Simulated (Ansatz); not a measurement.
The calculation used DFT PBE, scalar-relativistic, plane waves, PAW (Ansatz). All cells share a 420 eV cutoff and Γ-centred k meshes spaced at most about 0.3 Å⁻¹ (about 0.25 or finer for metals, 2π included). Collinear spin in cells that started with moments and kept them past the coarse steps, no spin elsewhere.

These are static total energies at zero pressure.

Two relaxed structures of PdPtC₄N₄:

1. (site moments under 0.1 μB) Space group P-43m (No. 215), cubic, a = 6.020 Å. Around Pd lie 4 N at 2.05 Å; Pt has 4 C at 1.98 Å; C is surrounded by 1 N at 1.18 Å and 1 Pt at 1.98 Å; N is surrounded by 1 C at 1.18 Å and 1 Pd at 2.05 Å.

2. (no spin) Space group P222 (No. 16), orthorhombic, a = 5.267 Å, b = 5.400 Å, c = 6.511 Å. Pd has 4 N at 2.00 Å; Pt has 4 C at 1.98 Å; C has 1 N at 1.17 Å and 1 Pt at 1.98 Å; N is surrounded by 1 C at 1.17 Å and 1 Pd at 2.00 Å.

Problem. Which is lower in energy, and by how much?

Solution. Cell 2 is lower, by 262 meV/atom. Cell 1 has space group P-43m (No. 215), 21.8 Å³/atom and no gap on its mesh; cell 2 has space group P222 (No. 16), 18.5 Å³/atom and a gap of 0.98 eV. The shortest distance is 1.18 Å (C–N) in cell 1 and 1.17 Å (C–N) in cell 2. The denser one is the lower, and pressure would at first widen the difference. Even the lower one lies +0.57 eV/atom against the reference forms of the elements (uncorrected), so neither is stable at this level. Both come from invented guesses.

Spin–orbit coupling, which can matter for Pt, is left out. Kohn–Sham gaps at this level usually fall short of measured ones. Cells relaxed within their symmetry can be saddle points. The P222 cell of PdPtC4N4 came from shaking the P-43m one.
